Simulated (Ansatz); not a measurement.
NaI:
```yaml
crystal:
  lattice:
    - [0.00000, 3.26459, 3.26459]
    - [3.26459, 0.00000, 3.26459]
    - [3.26459, 3.26459, 0.00000]
  atoms:
    - { symbol: Na, position: [0.00000, 0.00000, 0.00000] }
    - { symbol: I, position: [0.50000, 0.50000, 0.50000] }
```

Relaxed with PBE. Special points in fractions of this cell's reciprocal vectors: Γ (0.000, 0.000, 0.000); X (0.500, 0.000, 0.500); U (0.625, 0.250, 0.625); K (0.375, 0.375, 0.750); L (0.500, 0.500, 0.500); W (0.500, 0.250, 0.750).

Problem. List the band energies nearest the valence-band maximum at these points for plane-wave PAW PBE (Ansatz code).

Solution. In eV from the valence-band maximum; about four levels below and three above (degenerate sets whole), none deeper than 8.9 eV; points with the same levels are listed once.

| k | below | above |
|---|---|---|
| Γ | 0.00 0.00 0.00 | 3.58 7.96 7.96 7.96 |
| X | -1.82 -0.71 -0.71 | 4.48 5.61 9.71 |
| U | -1.56 -1.28 -0.57 | 5.20 6.67 8.61 |
| L | -2.09 -0.27 -0.27 | 5.09 7.44 7.44 |
| W | -1.34 -1.34 -0.89 | 5.77 7.46 7.46 |

Space group Fm-3m (rock salt). The cell was relaxed with PBE under the symmetry of its start. Scalar-relativistic: spin–orbit coupling is off unless named, which matters more the heavier the elements.

Potentials: the later of the program's two PAW sets.
